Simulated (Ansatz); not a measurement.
# Zn: energy along a strain

Zn, Im-3m, a = 3.138 Å (as given, not relaxed at this level: -8.2 GPa). This isn't the element's structure at ambient conditions. Ansatz: LDA, PAW, 420 eV, Γ-centred 22×22×22 mesh on 1 atom, Gaussian smearing 0.15 eV; no spin polarisation. Cell vectors (Å): -1.569 1.569 1.569; 1.569 -1.569 1.569; 1.569 1.569 -1.569. The cell is strained by x per cent times the pattern (0 0 0 0 0 1) in the order xx yy zz yz xz xy (engineering shears), with fractional coordinates held. y is the free energy over the start, V0 = 15.451 Å³/atom. Symmetry makes y even in x.

| x (%) | y (meV/atom) |
| --- | --- |
| -4.00 | -0.68 |
| -2.00 | -0.26 |
| 0.00 | 0.00 |
| 0.50 | -0.02 |
| 1.00 | -0.07 |
| 1.50 | -0.16 |
| 2.50 | -0.36 |
| 3.00 | ? |
| 3.50 | -0.57 |

**Question.** Fit y = c2 x² + c4 x⁴ to the other rows, get the stiffness along the pattern, and predict the missing energy.

**Answer.** Least squares on the rows shown. y = −0.06859 x² + 0.001673 x⁴. The clamped-ion stiffness p·C·p = 2 × -0.6859 eV × 160.2 / 15.451 Å³ = -14.2 GPa, which is C66 in these axes (C44 of the cubic crystal) (second derivative at the start, which stands under stress). With a term in x⁶ added, the coefficient of x² becomes -0.07764, 13 % more, which shows how far this figure hangs on the form. At x = 3.00 the fit asked for gives -0.48 meV/atom. The run gave -0.47 meV/atom, so the fit is 0.01 meV/atom too low, within the rms miss on the fitted rows (0.01 meV/atom).